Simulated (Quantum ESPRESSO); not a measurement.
# PtZr2WAl3Au: input and log of a self-consistent run

Computed values, not a measurement. The program is pw.x of Quantum ESPRESSO 7.5 (plane-wave density functional theory). The cell is made up: eight metal atoms on a hexagonal close-packed lattice, with elements, volume, strain and displacements drawn at random and not relaxed, so it may be unstable or far from any real phase. PseudoDojo standard norm-conserving files set the functional (PBE unless stated); there is no spin polarisation or spin-orbit coupling, the Fermi-Dirac width of 0.25 eV means electrons at about 2900 K, and the masses in the input are unused placeholders. Heavy elements are run without spin-orbit coupling, which real alloys of them have. A spin test at this wide smearing found no moment, but such smearing suppresses magnetism that the real alloy may have.

Input:

```
&control calculation='scf', pseudo_dir='./dojo.nc.sr.pbe.v0_5.standard.upf', outdir='./o', disk_io='minimal', tprnfor=.true., tstress=.true. /
&system ibrav=0, nat=8, ntyp=5, nbnd=55, ecutwfc=84.00895049, nosym=.true., tot_charge=0,
 occupations='smearing', smearing='fd', degauss=0.0183746611
/
&electrons conv_thr=1.470e-08, electron_maxstep=70, mixing_beta=0.5 /
ATOMIC_SPECIES
Al 1.0 Al.upf
Au 1.0 Au.upf
Pt 1.0 Pt.upf
W 1.0 W.upf
Zr 1.0 Zr.upf
CELL_PARAMETERS angstrom
2.9086 -0.0117 -0.0005
-0.0203 5.0766 -0.0447
-0.0017 -0.0842 9.4313
ATOMIC_POSITIONS angstrom
Pt 0.0427 -0.0456 0.0098
Zr -0.0002 -0.035 4.7789
W -0.1107 1.6297 2.2816
Zr -0.0075 1.5749 6.9973
Al 1.4232 2.5575 -0.0545
Al 1.4576 2.5118 4.6783
Al 1.296 4.2836 2.2536
Au 1.2771 4.0671 7.052
K_POINTS automatic
8 5 3 1 1 1
```

The log is shortened where brackets say so; the opening notice, blank lines, dates and the lines on written files are dropped, and the path of the files is cut. It prints rydbergs, bohrs and kilobars, and counts compression as positive stress. Its total energy is the free energy E - TS of the whole cell.

```
     Program PWSCF v.7.5
     Parallel version (MPI & OpenMP), running on       4 processor cores
     Number of MPI processes:                 4
     Threads/MPI process:                     1
     [start-up lines left out]
     bravais-lattice index     =            0
     lattice parameter (alat)  =       5.4965  a.u.
     unit-cell volume          =     939.6886 (a.u.)^3
     number of atoms/cell      =            8
     number of atomic types    =            5
     number of electrons       =        84.00
     number of Kohn-Sham states=           55
     kinetic-energy cutoff     =      84.0090  Ry
     charge density cutoff     =     336.0358  Ry
     scf convergence threshold =      1.5E-08
     mixing beta               =       0.5000
     number of iterations used =            8  plain     mixing
     Exchange-correlation= PBE
                           (   1   4   3   4   0   0   0)
     [axes and pseudopotential details left out]
   Cartesian axes
     site n.     atom                  positions (alat units)
         1        Pt     tau(   1) = (   0.0146805  -0.0156775   0.0033693  )
         2        Zr     tau(   2) = (  -0.0000688  -0.0120332   1.6430108  )
         3        W      tau(   3) = (  -0.0380592   0.5602994   0.7844260  )
         4        Zr     tau(   4) = (  -0.0025785   0.5414589   2.4057083  )
         5        Al     tau(   5) = (   0.4893036   0.8792819  -0.0187374  )
         6        Al     tau(   6) = (   0.5011305   0.8635700   1.6084240  )
         7        Al     tau(   7) = (   0.4455716   1.4727241   0.7747995  )
         8        Au     tau(   8) = (   0.4390737   1.3982903   2.4245145  )
     number of k points=    60  Fermi-Dirac smearing, width (Ry)=  0.0184
                       cart. coord. in units 2pi/alat
        k(    1) = (   0.0627428   0.0580029   0.0519293), wk =   0.0333333
        k(    2) = (   0.0627001   0.0561922  -0.1536876), wk =   0.0333333
     [further k points left out]
     Dense  grid:    97679 G-vectors     FFT dimensions: (  36,  60, 108)
     Estimated max dynamical RAM per process >     325.39 MB
     Estimated total dynamical RAM >       1.20 GB
     Initial potential from superposition of free atoms
     starting charge      83.9872, renormalised to      84.0000
     Starting wfcs are   62 randomized atomic wfcs
     total cpu time spent up to now is       12.1 secs
     per-process dynamical memory:   249.3 Mb
     Self-consistent Calculation
     iteration #  1     ecut=    84.01 Ry     beta= 0.50
     Davidson diagonalization with overlap
     ethr =  1.00E-02,  avg # of iterations =  3.4
     total cpu time spent up to now is       42.3 secs
     total energy              =    -922.34537117 Ry
     estimated scf accuracy    <       5.48007897 Ry
     iteration #  2     ecut=    84.01 Ry     beta= 0.50
     Davidson diagonalization with overlap
     ethr =  6.52E-03,  avg # of iterations =  4.3
     total cpu time spent up to now is       66.1 secs
     total energy              =    -920.62427327 Ry
     estimated scf accuracy    <      71.42841125 Ry
     iteration #  3     ecut=    84.01 Ry     beta= 0.50
     Davidson diagonalization with overlap
     ethr =  6.52E-03,  avg # of iterations =  5.0
     total cpu time spent up to now is       93.7 secs
     total energy              =    -925.46231559 Ry
     estimated scf accuracy    <       3.70121303 Ry
     iteration #  4     ecut=    84.01 Ry     beta= 0.50
     Davidson diagonalization with overlap
     ethr =  4.41E-03,  avg # of iterations =  2.0
     total cpu time spent up to now is      111.1 secs
     total energy              =    -925.61804984 Ry
     estimated scf accuracy    <       5.72147433 Ry
     iteration #  5     ecut=    84.01 Ry     beta= 0.50
     Davidson diagonalization with overlap
     ethr =  4.41E-03,  avg # of iterations =  1.1
     total cpu time spent up to now is      132.2 secs
     total energy              =    -925.82939399 Ry
     estimated scf accuracy    <       0.45904265 Ry
     [iterations 6 to 11 left out]
     iteration # 12     ecut=    84.01 Ry     beta= 0.50
     Davidson diagonalization with overlap
     ethr =  3.29E-08,  avg # of iterations =  2.0
     total cpu time spent up to now is      272.2 secs
     total energy              =    -925.84924934 Ry
     estimated scf accuracy    <       0.00000112 Ry
     iteration # 13     ecut=    84.01 Ry     beta= 0.50
     Davidson diagonalization with overlap
     ethr =  1.34E-09,  avg # of iterations =  4.4
     total cpu time spent up to now is      290.4 secs
     total energy              =    -925.84924942 Ry
     estimated scf accuracy    <       0.00000185 Ry
     iteration # 14     ecut=    84.01 Ry     beta= 0.50
     Davidson diagonalization with overlap
     ethr =  1.34E-09,  avg # of iterations =  2.2
     total cpu time spent up to now is      309.1 secs
     total energy              =    -925.84924927 Ry
     estimated scf accuracy    <       0.00000895 Ry
     iteration # 15     ecut=    84.01 Ry     beta= 0.50
     Davidson diagonalization with overlap
     ethr =  1.34E-09,  avg # of iterations =  2.0
     total cpu time spent up to now is      325.0 secs
     total energy              =    -925.84924975 Ry
     estimated scf accuracy    <       0.00000027 Ry
     iteration # 16     ecut=    84.01 Ry     beta= 0.50
     Davidson diagonalization with overlap
     ethr =  3.18E-10,  avg # of iterations =  1.1
     total cpu time spent up to now is      340.0 secs
     End of self-consistent calculation
     [lines on levels left out]
!    total energy              =    -925.84924976 Ry
     estimated scf accuracy    <       0.00000001 Ry
     smearing contrib. (-TS)   =      -0.08359450 Ry
     internal energy E=F+TS    =    -925.76565526 Ry
     The total energy is F=E-TS. E is the sum of the following terms:
     one-electron contribution =    -433.77695034 Ry
     hartree contribution      =     252.69656521 Ry
     xc contribution           =    -179.56538959 Ry
     ewald contribution        =    -565.11988054 Ry
     convergence has been achieved in  16 iterations
     Forces acting on atoms (cartesian axes, Ry/au):
     atom    1 type  3   force =    -0.00863273    0.00711130    0.03286763
     atom    2 type  5   force =    -0.00575073   -0.00389684   -0.07386384
     atom    3 type  4   force =     0.00409379    0.02354739    0.00103012
     atom    4 type  5   force =    -0.01739392    0.00598511    0.06224363
     atom    5 type  1   force =    -0.00131992    0.00180151    0.03390087
     atom    6 type  1   force =    -0.00774545   -0.00940462   -0.04359549
     atom    7 type  1   force =     0.01022640   -0.01883028   -0.01927451
     atom    8 type  2   force =     0.02652254   -0.00631357    0.00669158
     Total force =     0.127736     Total SCF correction =     0.000469
     Computing stress (Cartesian axis) and pressure
          total   stress  (Ry/bohr**3)                   (kbar)     P=       10.00
   0.00013227  -0.00001784   0.00002929           19.46       -2.62        4.31
  -0.00001784  -0.00006069   0.00027571           -2.62       -8.93       40.56
   0.00002929   0.00027571   0.00013229            4.31       40.56       19.46
     init_run     :      8.24s CPU      8.58s WALL (       1 calls)
     electrons    :    326.77s CPU    327.94s WALL (       1 calls)
     forces       :      4.47s CPU      4.50s WALL (       1 calls)
     stress       :     13.94s CPU     14.24s WALL (       1 calls)
     [timing details left out]
     PWSCF        :   5m56.95s CPU   5m58.81s WALL
     JOB DONE.
```

In other units: free energy -12596.821 eV for the cell, pressure 1.00 GPa, largest force component 1.899 eV/Å in size. The run took 361 s of wall time with four MPI processes on a shared machine (Intel Xeon, 2023 or later, virtual cores), so the time is rough. A rerun of this cell at a higher cutoff and on a denser mesh moved values by no more than 0.018 eV in energy, 0.15 GPa in stress and 0.011 eV/Å in force, and a second program with other atomic files agreed on that cell to 2 % rms in force and 0.5 GPa in pressure.